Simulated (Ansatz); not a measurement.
ZnO (wurtzite)

```
ZnO
1.0
    3.27960     0.00000     0.00000
   -1.63980     2.84021     0.00000
    0.00000     0.00000     5.29330
Zn O
2 2
Direct
  0.66667   0.33333   0.00215
  0.33333   0.66667   0.50215
  0.66667   0.33333   0.62305
  0.33333   0.66667   0.12305
```

In this cell atom 4 (O, nearest neighbour Zn at 1.999 Å; its periodic images, 3.3 Å or more away, move with it) is moved by s along Cartesian x, unit vector (1.000, 0.000, 0.000); all other atoms and the cell stay fixed.

The numbers are results of PBE (plane waves to 420 eV, PAW, scalar-relativistic; Ansatz, a program for electronic structure), not measurements. k mesh 9×9×5 (Γ-centred), Fermi-Dirac smearing 0.05 eV. Energies are smeared free energies. ZnO was relaxed with its symmetry unable to fall. ΔE is measured from the undisplaced structure.

```
s (Å)   ΔE (meV/cell)
------  -------------
-0.200          150.2
-0.160           94.3
-0.120           52.2
-0.080           23.0
-0.040            5.7
0.000             0.0
0.040             5.7
0.080            23.0
0.120            52.2
0.160            94.3
0.200           150.2
```

**Question.** What force constant k = d²E/ds² at s = 0 does the table give?

**Answer.** 7.1 eV/Å². It is the second difference of the nearest points, corrected with the next pair.

**Question.** With k = 7.11 eV/Å² from the forces, is the well harmonic out to s = 0.200 Å?

**Answer.** ½ks² = 142.2 meV/cell against the computed 150.2 meV/cell, so the well is stiffer than harmonic there.

(For displaced atoms, the force is minus the slope of the energy, and its curvature is a force constant, which sets phonon frequencies.)
